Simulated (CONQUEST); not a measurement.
Set-up for a self-consistent single point of InAs (F-43m, 8 atoms in the cell; from Materials Project mp-20305, changed as shown).

```
CELL_PARAMETERS angstrom
      5.98498     0.00000     0.00000
      0.00000     5.98498     0.00000
      0.00000     0.00000     5.98498
ATOMIC_POSITIONS crystal
  In 0.25000 0.25000 0.25000
  In 0.25000 0.75000 0.75000
  In 0.75000 0.25000 0.75000
  In 0.75000 0.75000 0.25000
  As 0.00000 0.00000 0.00000
  As 0.00000 0.50000 0.50000
  As 0.50000 0.00000 0.50000
  As 0.50000 0.50000 0.00000
```

All values come from this method and carry its errors: PBE, numerical atomic orbitals double-zeta with polarisation (the shipped basis), PseudoDojo norm-conserving potentials made for PBE in CONQUEST.

CONQUEST settings:

* **basis**: DZP
* **Diag.MPMeshX, Y, Z**: 4 4 4
* **potentials**: PseudoDojo norm-conserving PBE
* **Grid.GridCutoff**: 140 Ha
* **DM.SolutionMethod**: diagon
* **Diag.kT**: 0.003675 Ha
* **Diag.GammaCentred**: true
* **minE.SCTolerance**: 1.0e-06
* **SC.MaxIters**: 100
* **SC.LinearMixingFactor**: 0.5
* **SC.KerkerPreCondition**: true
* **SC.KerkerFactor**: 0.5 1/bohr
* **AtomMove.TypeOfRun**: static

Results:

```
Quantity                                                   Value
------------------------------------------------  --------------
Number of valence electrons                                  112
Number of bands                                              144
Number of k-points after the program's reduction              51
Size of the basis                                            144
Number of SCF iterations                                      19
FFT grid                                            64 × 64 × 64
Free energy E − TS                                -18777.1504 eV
Fermi level (on the code's own zero)                    -4.61 eV
Pressure                                                6.67 GPa
```

Stress (GPa, positive for compression):
```
6.67  0.00  0.00
0.00  6.67  0.00
0.00  0.00  6.67
```

For comparison: a first run was changed to give this one (lattice scaled by 0.98), and from it to this one the free energy rises by 46.3 meV/atom and the pressure goes from 2.46 to 6.67 GPa.

The program uses no crystal symmetry, so grid and mesh can part values that symmetry would make equal. The atom-centred basis is finite, which shifts total energies and pressures against plane waves. The structure comes from a collection of computed structures, made at another level of theory; the collection holds predicted forms beside known ones. No clean gap shows at this smearing width and mesh (spacing up to 0.26 Å⁻¹); the mesh is coarse for partly filled bands, so the values carry mesh errors. Semi-local functionals can close small gaps.

Cost on one core: around 5 core-minutes (rough).
